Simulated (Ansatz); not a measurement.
Ge2BN:
```
CELL_PARAMETERS angstrom
      1.67432     0.96667     5.50356
     -1.67432     0.96667     5.50356
      0.00000    -1.93334     5.50356
ATOMIC_POSITIONS crystal
  B  0.98606 0.98606 0.98606
  N  0.89104 0.89104 0.89104
  Ge 0.51087 0.51087 0.51087
  Ge 0.36199 0.36199 0.36199
```

Relaxed with PBE+D3(BJ). Special points in fractions of this cell's reciprocal vectors: Γ (0.000, 0.000, 0.000); T (0.500, 0.500, 0.500); H2 (0.813, 0.187, 0.500); H0 (0.500, -0.187, 0.187); L (0.500, 0.000, 0.000); S0 (0.344, -0.344, 0.000); S2 (0.656, 0.000, 0.344); F (0.500, 0.000, 0.500).

Question: List the band energies nearest the Fermi level at these points for PBE+D3(BJ) (plane waves, PAW; program Ansatz).

Answer: In eV from the Fermi level; about four levels below and three above (degenerate sets whole), none deeper than 8.9 eV; points with the same levels are listed once.

```tsv
k	below	above
Γ	-4.54 -4.54 -2.52 -2.00	1.12 1.12 3.97 3.97
T	-5.55 -4.51 -4.51 -0.12	0.77 0.77 3.25
H2	-6.76 -4.97 -4.38 -2.67	1.36 1.94 3.04
L	-6.03 -5.66 -4.91 -1.41	0.56 2.95 3.81
S0	-6.87 -4.89 -4.59 -2.73	1.25 2.53 2.88
F	-4.99 -2.14 -0.90 -0.58	0.78 3.13 4.33
```

Space group R3m. The start of the workflow was typed in or built on a structure type; neither database checked (COD, Materials Project) lists it. Its standing as an ambient phase is unchecked. The cell was relaxed with PBE+D3(BJ) under the symmetry of its start; whether a distortion lowers the energy is not shown. Its formation energy is positive at this level, so the cell may be metastable or incomplete. Spin–orbit coupling is left out wherever it is not named.

Potentials: the earlier of the program's two PAW sets.
